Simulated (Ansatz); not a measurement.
MgF2 (rutile, P4_2/mnm), plane-wave PAW PBEsol (Ansatz code). The conduction-band minimum lies at Γ, with 1 equivalent valley. Second derivatives d²E/dk² of the lowest band at one valley (eV·Å²), along Cartesian directions:

| direction | d²E/dk² |
|---|---|
| [100] | 14.33 |
| [010] | 14.33 |
| [001] | 15.00 |
| [110] | 14.33 |
| [101] | 14.66 |
| [011] | 14.66 |

### Question
Find the principal effective masses, the density-of-states mass and the conductivity mass.

### Answer
Off-diagonal terms follow from H_xy = H[110] − (H_xx + H_yy)/2, and m*/mₑ = 7.620 eV·Å² over each eigenvalue: 0.51, 0.53, 0.53. One valley's DOS mass (m₁m₂m₃)^(1/3) = 0.52, conductivity mass 3/(Σ 1/mᵢ) = 0.52 mₑ.

### Question
What effective density of states Nc follows at 300 K for parabolic valleys?

### Answer
Nc = 2.509e19 × 1 × (0.52)^(3/2) ≈ 9.4e18 cm⁻³.

The PBEsol relaxation kept the symmetry of its start.

Potentials: the later of the program's two PAW sets.

Edges and masses are those of Kohn–Sham bands, whose gap is no quasiparticle gap.
